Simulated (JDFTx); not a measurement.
System: MgS(100) (Fm-3m bulk; lattice of mp-1315, not re-optimised at this level), 1x1 cell of 12 atoms in 6 planes (Mg/S outermost, slab composition Mg6S6), area 13.57 Å² a face, 13.0 Å between the outermost planes in a cell 29.0 Å high; k mesh 6×6×1, Fermi width 0.003 Ha, no spin polarisation. Whether this polymorph is the ambient one wasn't checked.

Level of theory: PBE, GBRV ultrasoft potentials, plane waves to 20/100 Ha; code: JDFTx (a modified build). Vacuum. The outer atoms relax from bulk positions, keeping the cell's symmetry; the lattice is not PBE's own optimum in this code, and that strain can shift the moves by a few hundredths of an ångström. Input:

```
lattice \
  6.9601973103 0.0000000000 0.0000000000 \
  0.0000000000 6.9601973103 0.0000000000 \
  0.0000000000 0.0000000000 54.8020576141
coords-type Lattice
ion Mg 0.5000000000 0.5000000000 -0.2245172410 1
ion Mg 0.0000000000 0.0000000000 -0.1347103450 0
ion Mg 0.5000000000 0.5000000000 -0.0449034480 0
ion Mg 0.0000000000 0.0000000000 0.0449034480 0
ion Mg 0.5000000000 0.5000000000 0.1347103450 0
ion Mg 0.0000000000 0.0000000000 0.2245172410 1
ion S 0.0000000000 0.0000000000 -0.2245172410 1
ion S 0.5000000000 0.5000000000 -0.1347103450 0
ion S 0.0000000000 0.0000000000 -0.0449034480 0
ion S 0.5000000000 0.5000000000 0.0449034480 0
ion S 0.0000000000 0.0000000000 0.1347103450 0
ion S 0.5000000000 0.5000000000 0.2245172410 1
ion-species pseudo/mg_pbe_v1.4.upf
ion-species pseudo/s_pbe_v1.4.upf
elec-cutoff 20 100
elec-ex-corr gga-PBE
coulomb-interaction Slab 001
coulomb-truncation-embed 0 0 0
kpoint-folding 6 6 1
elec-smearing Fermi 0.003
lcao-params 10
elec-n-bands 56
converge-empty-states yes
electronic-scf nIterations 100 energyDiffThreshold 1e-07
ionic-minimize nIterations 10 energyDiffThreshold 1e-5 knormThreshold 4e-4
dump-name vac.$VAR
dump End State Ecomponents EigStats BandEigs Forces ElecDensity IonicPositions Fillings Kpoints Dtot
```

Q: How far do the free atoms of the upper face move along the normal, and how much energy is released?

A: S (atom 12) 0.07 Å, Mg (atom 6) -0.10 Å (positive: outward). The free energy falls by 0.105 eV per cell, 62 mJ/m².
